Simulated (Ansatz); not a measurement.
Phonons of AlBO3 (space group R-3c) at Γ.

AlBO3 (space group R-3c)

```
CELL_PARAMETERS angstrom
      2.21901     1.28115     4.52168
     -2.21901     1.28115     4.52168
      0.00000    -2.56230     4.52168
ATOMIC_POSITIONS crystal
  Al 0.50000 0.50000 0.50000
  Al 0.00000 0.00000 0.00000
  B  0.75000 0.75000 0.75000
  B  0.25000 0.25000 0.25000
  O  0.75000 0.44083 0.05917
  O  0.25000 0.55917 0.94083
  O  0.05917 0.75000 0.44083
  O  0.94083 0.25000 0.55917
  O  0.44083 0.05917 0.75000
  O  0.55917 0.94083 0.25000
```

The numbers are results of LDA (plane waves to 420 eV, PAW, scalar-relativistic; Ansatz, an electronic-structure program), not measurements. DFPT wavenumbers on a 8×8×8 k mesh, in cm⁻¹; i marks imaginary ones, q is in fractions of the reciprocal vectors of the cell shown, and the three acoustic modes at Γ are left out. The non-analytic (LO-TO) term is not included, so polar modes at Γ have their transverse values. AlBO3 was relaxed with its symmetry unable to fall.

```tsv
q	wavenumbers (cm⁻¹)
Γ	322 (×2), 328 (×2), 365, 412 (×2), 440, 449 (×2), 485 (×2), 505, 505, 535, 667, 678 (×2), 714 (×2), 733, 931, 957, 1270 (×2), 1277 (×2)
```

The structure shows no imaginary mode at these points (lowest 322 cm⁻¹ at Γ); other wave vectors were not tested.

Highest mode: 1277 cm⁻¹ at Γ.
